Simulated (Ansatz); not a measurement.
Total density of states per atom from plane-wave PAW r²SCAN (Ansatz code), in 0.25 eV bins, energy from the Fermi level:

```
E (eV)  states/eV/atom
------  --------------
-7.85             0.20
-7.60             0.21
-7.35             0.21
-7.10             0.30
-6.85             0.41
-6.60             0.38
-6.35             0.32
-6.10             0.33
-5.85             0.31
-5.60             0.21
-5.35             0.25
-5.10             0.30
-4.85             0.35
-4.60             0.48
-4.35             0.45
-4.10             0.38
-3.85             0.45
-3.60             0.54
-3.35             0.62
-3.10             0.96
-2.85             1.45
-2.60             1.62
-2.35             0.74
-2.10             0.47
-1.85             0.38
-1.60             0.31
-1.35             0.27
-1.10             0.25
-0.85             0.25
-0.60             0.27
-0.35             0.17
-0.10             0.06
0.15              0.07
0.40              0.09
0.65              0.21
0.90              0.23
1.15              0.27
1.40              0.32
1.65              0.41
1.90              0.52
2.15              0.57
2.40              0.65
2.65              0.84
2.90              0.86
3.15              0.64
3.40              0.66
3.65              0.54
3.90              0.49
4.15              0.55
4.40              0.62
4.65              0.78
```

### Question
Pick the material that matches.
A) Si, P6_3/mmc (Si on 4f)
B) W, fcc (Cu type)
C) As2O3, P2_1/c (Pearson symbol mP20)
D) Si2W, MoSi2 or CaC2 type

### Answer
D, Si2W, MoSi2 or CaC2 type. Within 0.5 eV of the Fermi level: W 5d 74 %, Si 3p 21 %. Projections are on Löwdin-orthogonalised atomic valence shells; empty p or d shells of many metals are not among them.

Space group I4/mmm (MoSi2 or CaC2 type). The r²SCAN relaxation kept the symmetry of its start; of distortions, only those at the zone centre were tested. The run is not spin-polarised. Scalar-relativistic: spin–orbit coupling is off unless named, which matters more the heavier the elements.

Potentials: the earlier of the program's two PAW sets.
